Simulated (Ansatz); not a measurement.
Fcc Au (100), 5 layers, DFT, PBE, PAW with Ansatz's default frozen-core files, scalar-relativistic (Ansatz 0.2.0), on 2 threads of Intel(R) Xeon(R) Platinum 8488C (Sapphire Rapids) (shared host).

Command: `ansatz run input.yaml --threads 2 --pin off --max-ram 4096MiB --backend cpu --events-out ev --progress --plain --runs-dir out`

```yaml
crystal:
  lattice:
    - [2.9400990585, 0.0, 0.0]
    - [0.0, 2.9400990585, 0.0]
    - [0.0, 0.0, 21.3159]
  atoms:
    - { symbol: Au, position: [0.0, 0.0, 0.3049377245] }
    - { symbol: Au, position: [0.5, 0.5, 0.4024688619] }
    - { symbol: Au, position: [0.0, 0.0, 0.5] }
    - { symbol: Au, position: [0.5, 0.5, 0.5975311381] }
    - { symbol: Au, position: [0.0, 0.0, 0.6950622755] }
kpoints:
  mp_grid: { grid: [12, 12, 1] }
scf:
  occupations: { method: fermi_dirac, width: 0.05 }
hamiltonian:
  xc: pbe
  pseudopotentials: { kind: paw }
output:
  forces: true
  stress: true
  eigenvalues: true
relax:
  f_tol: 0.01
  max_steps: 40
efield:
  axis: 3
  amplitude: 0
  dipole_correction: true
```

How large is the problem that the program sets up?

28 irreducible k-points, 3531 plane waves at Γ, 57 bands.

About how long does it take, and how much memory?

44 s of wall time for 24 SCF iterations over 3 geometries, with a peak of 0.59 GiB. Times on shared machines scatter by tens of per cent.
